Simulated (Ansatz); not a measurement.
The relaxed structure here is a generated cell of TiO2: the first start was made by placing the elements on the sites of a structure type, and the end was not matched to a known phase here, so it may be hypothetical. Known forms of TiO2 include space group No. 61, 136, 141.

A relaxed structure of TiO2. Space group P6₃/mmc (No. 194). Computed with PBEsol (plane waves to 420 eV, PAW, scalar-relativistic; Ansatz, a program for electronic structure).

Space group P6₃/mmc (No. 194); a = 4.480 Å, b = 4.480 Å, c = 10.464 Å, α = 90.00°, β = 90.00°, γ = 120.00°

| atom | site | symmetry | x | y | z |
|---|---|---|---|---|---|
| Ti | 4f | 3m. | 0.6667 | 0.3333 | 0.1343 |
| O | 2a | -3m. | 0.0000 | 0.0000 | 0.0000 |
| O | 6h | mm2 | 0.3260 | 0.1630 | 0.2500 |

```yaml
volume_per_atom: 15.16 Å³
band_gap: 0.48 eV, direct at Γ (no spin-orbit coupling)
shortest_distances: O–Ti 1.79 Å; O–O 2.19 Å; Ti–Ti 2.42 Å
k-mesh: 7×7×3
```

Band energies at high-symmetry points (eV from the VBM; labels of this space group; no spin-orbit coupling), from −5 eV up to 2.2 eV:

```tsv
point	energies
Γ	-4.84 -4.55 -4.18 -4.18 -4.18 -4.18 -1.47 -1.47 -1.45 -1.45 -1.36 -1.36 -1.24 -1.24 -0.82 -0.09 0.00 0.00 0.48 0.86 0.94 1.11 1.41 1.41 1.84 1.84
M	-4.97 -4.73 -4.38 -4.32 -4.14 -4.09 -3.91 -3.89 -3.84 -3.76 -3.75 -3.57 -3.02 -2.85 -2.13 -1.87 -1.69 -1.32 -0.70 -0.69 -0.61 -0.49 1.19 1.32 1.50 1.53 1.68 1.80 1.90
K	-4.94 -4.81 -4.81 -4.76 -4.32 -4.32 -4.10 -4.10 -3.71 -3.71 -2.94 -2.93 -2.93 -2.93 -1.80 -1.80 -1.68 -1.68 -1.41 -1.41 -0.62 -0.58 1.23 1.30 1.30 1.77 2.02 2.02
A	-4.69 -4.69 -4.18 -4.18 -4.18 -4.18 -1.41 -1.41 -1.41 -1.41 -1.35 -1.35 -1.35 -1.35 -0.57 -0.57 0.00 0.00 0.80 0.80 1.00 1.00 1.62 1.62 1.62 1.62
L	-4.85 -4.85 -4.36 -4.36 -4.12 -4.12 -3.88 -3.88 -3.77 -3.77 -3.72 -3.72 -2.95 -2.95 -1.97 -1.97 -1.49 -1.49 -0.70 -0.70 -0.58 -0.58 1.38 1.38 1.62 1.62 1.65 1.65 1.93 1.93
H	-4.84 -4.84 -4.81 -4.81 -4.32 -4.32 -4.10 -4.10 -3.73 -3.73 -2.93 -2.93 -2.79 -2.79 -2.12 -2.12 -1.50 -1.50 -1.36 -1.36 -0.62 -0.62 1.34 1.34 1.51 1.51 2.02 2.02 2.13 2.13
```

No spin polarisation in the result. No Hubbard U is applied.

The run could not lose the symmetry of its start, so the end can be a saddle point.
